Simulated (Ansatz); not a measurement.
Theory: Ansatz, DFT PBE, scalar-relativistic, plane waves, PAW. Several structures of HfC4 from a search were relaxed, and the powder pattern of one of them was computed from 10° to 70° in 2θ (λ = 1.5406 Å).

Cu Kα1 powder pattern (kinematic, no thermal factors).
2θ (°) (relative intensity): 19.61 (100), 27.88 (24), 36.88 (39), 39.83 (24), 44.77 (24), 46.85 (46), 55.40 (16), 57.60 (8), 61.46 (5), 63.14 (15), 65.18 (6)

**Question.** Which structure gives it?
1.

Space group P2_1/m (No. 11). a = 4.455 Å, b = 4.216 Å, c = 5.008 Å, α = 90.00°, β = 104.92°, γ = 90.00°
```
atom  site  symmetry       x       y       z
  Hf    2e         m  0.9679  0.2500  0.2548
   C    4f         1  0.5722  0.5737  0.3946
   C    4f         1  0.4512  0.4277  0.1168
```

2.

Space group I4/mmm (No. 139). a = 6.396 Å, b = 6.396 Å, c = 2.634 Å, α = 90.00°, β = 90.00°, γ = 90.00°
```
atom  site  symmetry       x       y       z
  Hf    2a     4/mmm  0.0000  0.0000  0.0000
   C    8h      m.2m  0.2776  0.7224  0.0000
```

3.

Space group Pmmm (No. 47). a = 4.317 Å, b = 4.493 Å, c = 5.040 Å, α = 90.00°, β = 90.00°, γ = 90.00°
```json
{"atom": "Hf", "site": "1d", "symmetry": "mmm", "x": "0.5000", "y": "0.0000", "z": "0.5000"}
{"atom": "Hf", "site": "1a", "symmetry": "mmm", "x": "0.0000", "y": "0.0000", "z": "0.0000"}
{"atom": "C", "site": "4x", "symmetry": ".m.", "x": "0.1663", "y": "0.5000", "z": "0.7521"}
{"atom": "C", "site": "2l", "symmetry": "2mm", "x": "0.3305", "y": "0.5000", "z": "0.5000"}
{"atom": "C", "site": "2k", "symmetry": "2mm", "x": "0.3323", "y": "0.5000", "z": "0.0000"}
```

**Answer.** 2. Its strongest line, at 2θ = 19.61°, has d = λ/(2 sin θ) = 4.523 Å and is the (1 1 0) reflection of the conventional I4/mmm cell with a = 6.396 Å, c = 2.634 Å. The others have their strongest lines at 28.0° (P2_1/m); 33.8° (Pmmm). In energy it lies 303 meV/atom above the lowest of those shown.

These are computed cells and needn't be stable.
